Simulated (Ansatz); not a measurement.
HfC (rock salt)

```
CELL_PARAMETERS angstrom
      0.00000     2.32035     2.32035
      2.32035     0.00000     2.32035
      2.32035     2.32035     0.00000
ATOMIC_POSITIONS crystal
  C  0.00000 0.00000 0.00000
  Hf 0.50000 0.50000 0.50000
```

The slice is a {110} plane (indices of the conventional cell) through the point (0.000, 0.000, 0.000) (fractional), spanned by u = [100] and v = [1 -1 -1] in vectors of this cell: u (3.28 Å) and v (4.64 Å, at 90° to u). It covers one period; positions are fractions (u, v).

Level of theory: r2SCAN (plane waves to 500 eV, PAW, scalar-relativistic; Ansatz, a program for electronic structure). k mesh 17×17×17. Inside the PAW spheres the values are not all-electron values, and peaks at nuclei hang on which shells count as valence. HfC is run without spin polarisation. HfC was relaxed with its symmetry unable to fall. Spin-orbit coupling is left out, though Hf is heavy.

### Question
What is the ELF at the density minimum of the shortest C–Hf line in this plane (2.32 Å)?

### Answer
0.3.

### Question
What is the valence density on the shortest C–Hf line in this plane (2.32 Å), at its minimum between the atoms?

### Answer
0.48 e/Å³.

### Question
Predict the map of the valence electron density on the slice.

### Answer
```tsv
v \ u	0.00	0.12	0.24	0.35	0.47	0.59	0.71	0.82	0.94
0.92	0.2	0.1	-0.2	-0.6	-0.8	-0.7	-0.4	0.0	0.2
0.83	-0.1	-0.2	-0.5	-0.7	-0.9	-0.8	-0.6	-0.3	-0.1
0.75	-0.3	-0.4	-0.7	-0.8	-0.9	-0.9	-0.8	-0.5	-0.3
0.67	0.5	0.2	-0.4	-0.8	-0.9	-0.9	-0.7	-0.1	0.4
0.58	1.3	1.0	0.2	-0.6	-0.8	-0.8	-0.3	0.6	1.2
0.50	1.5	1.3	0.4	-0.5	-0.7	-0.7	-0.1	0.9	1.5
0.42	1.3	1.0	0.2	-0.6	-0.8	-0.8	-0.3	0.6	1.2
0.33	0.5	0.2	-0.4	-0.8	-0.9	-0.9	-0.7	-0.1	0.4
0.25	-0.3	-0.4	-0.7	-0.8	-0.9	-0.9	-0.8	-0.5	-0.3
0.17	-0.1	-0.2	-0.5	-0.7	-0.9	-0.8	-0.6	-0.3	-0.1
0.08	0.2	0.1	-0.2	-0.6	-0.8	-0.7	-0.4	0.0	0.2
0.00	0.2	0.2	-0.1	-0.5	-0.7	-0.7	-0.3	0.1	0.2
```

Values: log₁₀ of the valence density in e/Å³. The scale is logarithmic, as a density can span decades between atoms and voids.
